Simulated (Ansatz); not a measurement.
Relaxed Pd (fcc, Cu type):

```
CELL_PARAMETERS angstrom
      3.87574     0.00000     0.00000
      0.00000     3.87574     0.00000
      0.00000     0.00000     3.87574
ATOMIC_POSITIONS crystal
  Pd 0.00000 0.00000 0.00000
  Pd 0.50000 0.50000 0.00000
  Pd 0.50000 0.00000 0.50000
  Pd 0.00000 0.50000 0.50000
```

In each cell atom 1 (Pd, nearest neighbour Pd at 2.741 Å; its periodic images, 3.9 Å or more away, move with it) moves by s·(0.707, 0.707, 0.000) (along Cartesian [110]), the rest being held.

Calculation: PBEsol (plane waves to 420 eV, PAW, scalar-relativistic; Ansatz, a quantum-chemistry and plane-wave program). k mesh 10×10×10 (Γ-centred), Fermi-Dirac smearing 0.05 eV. The energy includes the smearing's −TS. With partly filled bands, energies and forces of such displacements shift with the k mesh and the smearing. On this mesh the relaxed cell isn't quite at rest: it carries a pressure of -0.1 GPa (compression positive) at the zero of the scan. Pd is run without spin polarisation. Pd was relaxed with its symmetry unable to fall. The zero of ΔE is the undisplaced structure. The last digit holds for this mesh only.

```
s (Å)   ΔE (meV/cell)
------  -------------
-0.270          378.3
-0.216          239.5
-0.162          133.8
-0.108       withheld
-0.054           14.8
0.000             0.0
0.054            14.8
0.108        withheld
0.162           133.8
0.216           239.5
0.270           378.3
```

Task: Fit an even polynomial form (powers 2, 4) to the given rows and predict ΔE at s = -0.108.

Result: Least squares on the 9 given rows: ΔE = (5041)·s² + (2022)·s⁴, in meV/cell with s in Å; root-mean-square residual 0.08 meV/cell. At -0.108 the fit gives 59.1 meV/cell; the calculation gives 59.3 meV/cell, so the interpolation is off by -0.2 (-0.3 %). The quadratic term alone would give 58.8 meV/cell.

(A displaced cell: forces are minus the slopes of the energy, force constants its curvatures, and phonons follow from these.)
